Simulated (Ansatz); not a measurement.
Relaxed-ion elastic tensor of SiNi2 in space group Pnma (No. 62; Si on 4c, Ni on 4c, Ni on 4c) in GPa (Voigt order), PBE in the plane-wave PAW code Ansatz; density 7.29 g/cm³, 11.05 Å³ per atom.

```json
[
 {"": "1", "1": "211", "2": "148", "3": "143", "4": "0.0", "5": "0.0", "6": "0.0"},
 {"": "2", "1": "148", "2": "334", "3": "156", "4": "0.0", "5": "0.0", "6": "0.0"},
 {"": "3", "1": "143", "2": "156", "3": "325", "4": "0.0", "5": "0.0", "6": "0.0"},
 {"": "4", "1": "0.0", "2": "0.0", "3": "0.0", "4": "60.4", "5": "0.0", "6": "0.0"},
 {"": "5", "1": "0.0", "2": "0.0", "3": "0.0", "4": "0.0", "5": "57.6", "6": "0.0"},
 {"": "6", "1": "0.0", "2": "0.0", "3": "0.0", "4": "0.0", "5": "0.0", "6": "75.5"}
]
```

Q: Is the crystal mechanically stable?

A: Yes: the smallest eigenvalue of C is 57.6 GPa.

Q: Work out the Voigt, Reuss and Hill averages.

A: K_V = 196, K_R = 185, K_H = 190; G_V = 66.9, G_R = 63.9, G_H = 65.4 GPa.

Q: Give Young's modulus, Poisson's ratio, Pugh's ratio and the universal anisotropy index.

A: E = 9KG/(3K + G) = 176 GPa; ν = 0.35; K/G = 2.91 (ductile by the Pugh limit of 1.75); A_U = 5G_V/G_R + K_V/K_R − 6 = 0.29.

Q: Estimate the sound speeds and the Debye temperature.

A: v_l = √((K + 4G/3)/ρ) = 6170 m/s, v_t = √(G/ρ) = 3000 m/s, mean 3370 m/s; Θ = (h/k)(3n/4πV)^(1/3) v_m = 450 K.

Q: How much does each axis shrink under pressure?

A: Linear compressibilities β_i = Σ_j S_ij (j = 1 to 3): x 3.2, y 1.0, z 1.2 per TPa.

The cell was relaxed with PBE under the symmetry of its start. The workflow began spin-polarised and lost its moments. As this level gives no gap, shear constants depend on the k-mesh and smearing (Fermi–Dirac, 0.1 eV here). On the denser mesh and wider smearing of the elastic run this cell carries a stress of 0.3 GPa.

Potentials: the later of the program's two PAW sets.
